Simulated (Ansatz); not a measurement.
MgS:
```yaml
crystal:
  lattice:
    - [0.00000, 2.61485, 2.61485]
    - [2.61485, 0.00000, 2.61485]
    - [2.61485, 2.61485, 0.00000]
  atoms:
    - { symbol: S, position: [0.00000, 0.00000, 0.00000] }
    - { symbol: Mg, position: [0.50000, 0.50000, 0.50000] }
```

Relaxed with PBE. Special points in fractions of this cell's reciprocal vectors: Γ (0.000, 0.000, 0.000); X (0.500, 0.000, 0.500); U (0.625, 0.250, 0.625); K (0.375, 0.375, 0.750); L (0.500, 0.500, 0.500); W (0.500, 0.250, 0.750).

List the band energies nearest the valence-band maximum at these points for plane-wave PAW PBE (Ansatz code).

In eV from the valence-band maximum; about four levels below and three above (degenerate sets whole), none deeper than 8.9 eV; points with the same levels are listed once.

| k | below | above |
|---|---|---|
| Γ | 0.00 0.00 0.00 | 3.60 7.93 7.93 7.93 |
| X | -4.10 -1.64 -1.64 | 2.76 4.43 11.86 |
| U | -3.61 -3.12 -1.33 | 3.89 6.67 9.60 |
| L | -4.74 -0.57 -0.57 | 4.53 6.88 6.88 |
| W | -3.16 -3.16 -2.31 | 5.19 7.91 7.91 |

Space group Fm-3m (rock salt). The PBE relaxation kept the symmetry of its start.

Potentials: the later of the program's two PAW sets.
